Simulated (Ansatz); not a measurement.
LaN in space group P6_3mc (No. 186; La on 2b, N on 2b), LDA (plane waves, PAW; program Ansatz). The conduction-band minimum lies at Γ, with 1 equivalent valley. Second derivatives d²E/dk² of the lowest band at one valley (eV·Å²), along Cartesian directions:

| direction | d²E/dk² |
|---|---|
| [100] | 17.27 |
| [010] | 17.27 |
| [001] | 19.56 |
| [110] | 17.27 |
| [101] | 18.42 |
| [011] | 18.42 |

### Question
Find the principal effective masses, the density-of-states mass and the conductivity mass.

### Answer
Off-diagonal terms follow from H_xy = H[110] − (H_xx + H_yy)/2, and m*/mₑ = 7.620 eV·Å² over each eigenvalue: 0.39, 0.44, 0.44. One valley's DOS mass (m₁m₂m₃)^(1/3) = 0.42, conductivity mass 3/(Σ 1/mᵢ) = 0.42 mₑ.

### Question
What effective density of states Nc follows at 300 K for parabolic valleys?

### Answer
Nc = 2.509e19 × 1 × (0.42)^(3/2) ≈ 6.8e18 cm⁻³.

### Question
With the computed static dielectric constant 17.1 (mean of the diagonal), estimate a hydrogenic donor's binding energy and radius.

### Answer
E = 13.606 eV × 0.42/17.1² ≈ 20 meV; a = 0.529 Å × ε/m* ≈ 22 Å. Semilocal masses tend to be too small where the gap is.

The first step of the workflow began from a Materials Project structure, measured or hypothetical; the Crystallography Open Database copy checked does not list it. COD files the formula under space group No. 225, so this cell is another polymorph or a model. Whether it is the stable phase at ambient conditions was not checked. The cell was relaxed with LDA under the symmetry of its start; phonons on a q-mesh show no instability. Scalar-relativistic: spin–orbit coupling is off unless named, which matters more the heavier the elements.

Potentials: the later of the program's two PAW sets.
